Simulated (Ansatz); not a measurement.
# SnO$_{2}$: stationary points along a deformation path

Method: Ansatz 0.2.0, DFT r2SCAN, scalar-relativistic, plane waves, PAW. The runs took a 500 eV cutoff, a Γ-centred 10×10×10 mesh and Gaussian smearing (0.05 eV). No spin polarisation. Energies are free energies at this smearing, counted from the undisturbed cell; pressure is positive in compression.

The starting cell (relaxed at this level; this form isn't the usual structure):

```
CELL_PARAMETERS angstrom
-1.99954 1.99954 5.10209
1.99954 -1.99954 5.10209
1.99954 1.99954 -5.10209
ATOMIC_POSITIONS crystal
Sn 0.75000 0.25000 0.50000
Sn 0.00000 0.00000 0.00000
O 0.79637 0.79637 0.00000
O 0.95363 0.45363 0.50000
O 0.20363 0.20363 0.00000
O 0.54637 0.04637 0.50000
```

At fixed volume and fractional coordinates, lengths along (0.000, 0.000, 1.000) are scaled against those across it; ρ is that ratio over its starting value. V = 13.599 Å³/atom. Δσ is the stress along the axis less the mean stress across it (compression positive).

| ρ | ΔE (meV/atom) | Δσ (GPa) | space group |
| --- | --- | --- | --- |
| 0.800 | 446.6 | 84.65 | I4_1/amd |
| 0.850 | 213.2 | 52.83 | I4_1/amd |
| 0.920 | 49.1 | 22.25 | I4_1/amd |
| 0.960 | 11.0 | 9.82 | I4_1/amd |
| 1.000 | 0.0 | 0.00 | I4_1/amd |
| 1.050 | 13.6 | -9.47 | I4_1/amd |
| 1.100 | 48.3 | -16.58 | I4_1/amd |
| 1.200 | 154.8 | -25.96 | I4_1/amd |
| 1.300 | 285.7 | -31.49 | I4_1/amd |

How does the stress give the slope of the energy, and where is the energy stationary?

Along the path d ln(length) is 2/3 d ln ρ on the axis and −1/3 d ln ρ across it, so dE/d ln ρ = −(2/3) V Δσ: the energy falls with ρ where Δσ is positive. Δσ vanishes or changes sign at ρ = 1.000 (I4_1/amd), a minimum at 0.0 meV/atom. Pairs of stationary points between two samples would go unseen, and could change a minimum read from distant neighbours into a maximum.

Integrate that slope from ρ = 1 to 1.200 by the trapezoid rule.

With V/N in Å³ and 1 eV/Å³ = 160.2 GPa the slopes at ρ = 1.000, 1.050, 1.100, 1.200 are 0, 536, 938, 1469 meV/atom per unit of ln ρ. The steps add 13.1 + 34.3 + 104.7 = 152.1 meV/atom, against 154.8 from the energies; the trapezoid rule misses the curvature of the slope within each step.

Forces appear on the atoms along this scan, and letting them relax would lower the energy and soften the response.

Cost: 9 runs of about 4.2 core-minutes in all, on Intel Xeon Processor @ 2.70GHz (shared hosts).